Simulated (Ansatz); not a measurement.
An Ansatz run on Zr3SnO8 on the sites of the rutile structure (relaxed group Cmmm) left the output below. Cell and atoms come from a relaxation with PBEsol.

The cell given to it:
```
CELL_PARAMETERS angstrom
3.43087 -3.40916 0.00000
3.43087 3.40916 0.00000
0.00000 0.00000 6.46768
ATOMIC_POSITIONS crystal
Zr 0.50000 0.50000 0.24929
Sn 0.00000 0.00000 0.00000
O 0.19430 0.19430 0.24765
O 0.80570 0.80570 0.24765
O 0.69627 0.30373 0.00000
O 0.30373 0.69627 0.00000
Zr 0.50000 0.50000 0.75071
Zr 0.00000 0.00000 0.50000
O 0.19430 0.19430 0.75235
O 0.80570 0.80570 0.75235
O 0.69377 0.30623 0.50000
O 0.30623 0.69377 0.50000
```

Abridged output:
```
Pseudopotential: Zr, paw, valence charge 12, recommended cutoff 420 eV
Pseudopotential: Sn, paw, valence charge 14, recommended cutoff 420 eV
Pseudopotential: O, paw, valence charge 6, recommended cutoff 420 eV
Crystal: 12 atoms, lattice volume = 151.297 Å³
Basis set: ecut = 420 eV, 2949 PW (Γ)
Bands: 61, of which v1, the nominal top of the filled ones, is band 49 counted from 1 (48 counted from 0)
Symmetry: 8 space group operations
k-points: 36 of 64 (irreducible under 1 space group operation, time reversal used)
preconditioner: auto → Resta (q_TF=auto, 2.538 Å⁻¹)  ε∞=4.0  [insulator: Δε(μ)=2.520 eV  ℏωp=29.0 eV]
SCF 1 converged in 11 iterations: F = -22837.924897 eV  dr2 = 4.74e-11
SCF 1 converged in 6 iterations: F = -22837.759801 eV  dr2 = 1.18e-8
Free energy (F): -22837.924897 eV
Fermi energy:    9.036626 eV
--- Per-component energies (eV) ---
  E_band       = -444.948267
  E_kinetic    = 2595.331424
  E_local      = -5624.569650
  E_nonlocal   = 589.747664
  E_hartree    = 2155.378993
  E_xc         = -1444.987134
  E_vxc        = -1418.723104
  E_paw        = -13991.940173
  E_vpaw       = -897.512743
  E_ewald      = -7117.970198
  E_core_change = 1.064304
--- Phonons (Γ-DFPT): 18 representative perturbations + reference ---
  Γ frequencies (cm⁻¹): 0.00 0.00 0.00 97.73 99.97 114.71 127.24 184.51 188.70 206.10 216.30 251.14 253.31 261.24 264.26 284.56 287.71 292.84 308.60 329.63 367.25 391.28 410.61 420.99 432.96 453.66 455.03 462.31 469.65 519.59 547.21 555.59 584.29 647.14 661.89 756.76
  ε∞ (high-frequency dielectric tensor):
        4.784520     0.000000     0.000000
        0.000000     4.740977     0.000000
        0.000000     0.000000     5.389360
  ε⁰ (static dielectric tensor: ions relaxed, cell fixed):
       38.376615     0.000000     0.000000
        0.000000    24.747564     0.000000
        0.000000     0.000000    27.768450
  ε⁰ − ε∞ (ionic part):
       33.592095     0.000000     0.000000
        0.000000    20.006587     0.000000
        0.000000     0.000000    22.379090
  Born effective charges Z* (e; rows j = field, columns β = displacement):
    site 0:
         6.03311    0.00000    0.00000
         0.00000    4.64344    0.00000
         0.00000    0.00000    6.44780
    site 1:
         3.99391    0.00000    0.00000
         0.00000    4.87031    0.00000
         0.00000    0.00000    4.91380
    site 2:
        -4.00214    0.00000    0.34129
         0.00000   -1.34201    0.00000
         0.37475    0.00000   -2.78209
    site 3:
        -4.00214    0.00000   -0.34129
         0.00000   -1.34201    0.00000
        -0.37475    0.00000   -2.78209
    site 4:
        -1.30697    0.00000    0.00000
         0.00000   -3.31711    0.00000
         0.00000    0.00000   -3.30313
    site 5:
        -1.30697    0.00000    0.00000
         0.00000   -3.31711    0.00000
         0.00000    0.00000   -3.30313
    site 6:
         6.03311    0.00000    0.00000
         0.00000    4.64344    0.00000
         0.00000    0.00000    6.44780
    site 7:
         5.22830    0.00000    0.00000
         0.00000    6.34011    0.00000
         0.00000    0.00000    6.28053
    site 8:
        -4.00214    0.00000   -0.34129
         0.00000   -1.34201    0.00000
        -0.37475    0.00000   -2.78209
    site 9:
        -4.00214    0.00000    0.34129
         0.00000   -1.34201    0.00000
         0.37475    0.00000   -2.78209
    site 10:
        -1.33296    0.00000    0.00000
         0.00000   -4.24752    0.00000
         0.00000    0.00000   -3.17766
    site 11:
        -1.33296    0.00000    0.00000
         0.00000   -4.24752    0.00000
         0.00000    0.00000   -3.17766
  ε∞ is read to err by 2.3e-2, Z* by 2.7e-2 e
  optical modes at Γ without the LO–TO term, one row a degenerate level:
      ω (cm⁻¹)  modes    IR ((D/Å)²/amu)
         97.73      1             6.9896
         99.97      1             0.0000
        114.71      1             0.0000
        127.24      1             1.1364
        184.51      1             8.4509
        188.70      1             0.0000
        206.10      1            50.6408
        216.30      1            36.1338
        251.14      1             0.0000
        253.31      1             0.0000
        261.24      1             0.0000
        264.26      1             6.7353
        284.56      1             2.6232
        287.71      1             7.8195
        292.84      1            47.5278
        308.60      1            90.6513
        329.63      1             0.0000
        367.25      1             0.0000
        391.28      1             0.0000
        410.61      1             0.0000
        420.99      1            33.8684
        432.96      1             1.7074
        453.66      1            51.9989
        455.03      1             0.0000
        462.31      1             0.0000
        469.65      1            30.6772
        519.59      1             0.0000
        547.21      1            15.4329
        555.59      1             0.4787
        584.29      1             0.0000
        647.14      1             0.0000
        661.89      1             0.2388
        756.76      1             0.0000
  optical modes at Γ + LO–TO along q̂ = [1.0000, 0.0000, 0.0000]:
      ω (cm⁻¹)  modes    IR ((D/Å)²/amu)
         99.97      1             0.0000
        110.99      1             0.1183
        114.71      1             0.0000
        127.24      1             1.1364
        184.51      1             8.4509
        188.70      1             0.0000
        216.30      1            36.1338
        251.14      1             0.0000
        253.31      1             0.0000
        254.84      1             0.2888
        261.24      1             0.0000
        281.05      1             0.1456
        287.71      1             7.8195
        292.84      1            47.5278
        308.60      1            90.6513
        329.46      1             3.8543
        329.63      1             0.0000
        367.25      1             0.0000
        391.28      1             0.0000
        410.61      1             0.0000
        432.96      1             1.7074
        447.91      1             0.8123
        453.66      1            51.9989
        455.03      1             0.0000
        462.31      1             0.0000
        519.59      1             0.0000
        547.21      1            15.4329
        555.59      1             0.4787
        584.29      1             0.0000
        647.14      1             0.0000
        661.89      1             0.2388
        723.02      1           126.3152
        756.76      1             0.0000
  optical modes at Γ + LO–TO along q̂ = [0.0000, 1.0000, 0.0000]:
      ω (cm⁻¹)  modes    IR ((D/Å)²/amu)
         97.73      1             6.9896
         99.97      1             0.0000
        114.71      1             0.0000
        127.24      1             1.1364
        188.70      1             0.0000
        189.84      1             0.0464
        206.10      1            50.6408
        251.14      1             0.0000
        253.31      1             0.0000
        261.24      1             0.0000
        264.26      1             6.7353
        270.18      1             0.7899
        284.56      1             2.6232
        292.84      1            47.5278
        308.60      1            90.6513
        329.63      1             0.0000
        332.20      1             4.2186
        367.25      1             0.0000
        391.28      1             0.0000
        410.61      1             0.0000
        420.99      1            33.8684
        432.96      1             1.7074
        455.03      1             0.0000
        462.31      1             0.0000
        469.65      1            30.6772
        519.59      1             0.0000
        524.85      1             2.9289
        555.59      1             0.4787
        584.29      1             0.0000
        647.14      1             0.0000
        661.89      1             0.2388
        728.23      1           111.8523
        756.76      1             0.0000
  optical modes at Γ + LO–TO along q̂ = [0.0000, 0.0000, 1.0000]:
      ω (cm⁻¹)  modes    IR ((D/Å)²/amu)
         97.73      1             6.9896
         99.97      1             0.0000
        114.71      1             0.0000
        129.22      1             0.0330
        184.51      1             8.4509
        188.70      1             0.0000
        206.10      1            50.6408
        216.30      1            36.1338
        251.14      1             0.0000
        253.31      1             0.0000
        261.24      1             0.0000
        264.26      1             6.7353
        284.56      1             2.6232
        287.71      1             7.8195
        298.26      1             0.0211
        329.63      1             0.0000
        367.25      1             0.0000
        391.28      1             0.0000
        410.61      1             0.0000
        420.99      1            33.8684
        431.16      1             0.2039
        453.66      1            51.9989
        455.03      1             0.0000
        462.31      1             0.0000
        469.65      1            30.6772
        519.59      1             0.0000
        547.21      1            15.4329
        554.04      1             0.8937
        584.29      1             0.0000
        647.14      1             0.0000
        657.12      1            20.0079
        686.92      1           120.5808
        756.76      1             0.0000
```

**Question.** Which of these blocks stood in the input: relax, gw, phonons, dielectric, magnetization (spin_orbit)?

**Answer.** phonons. Frequencies at Γ with ε∞ and Born charges come from phonons by dfpt with dielectric on.

**Question.** Which k mesh was typed?

**Answer.** 4×4×4, Γ-centred.

**Question.** How were the bands filled?

**Answer.** Fixed occupations.

**Question.** Which functional?

**Answer.** PBEsol. The lines shown narrow the functional down without fixing it; this is the one that was run.

It took 89 s on 1 × NVIDIA H100 80GB HBM3 with 2 threads of AMD EPYC 7R13 Processor (Zen 3) (shared host), load about 0.7 per core; peak host memory 2.9 GiB.

Spin-unpolarised throughout. Whether this structure exists isn't addressed.

For a response run the program warns that the ground state's bands aren't all converged, so ε∞ carries an extra error.
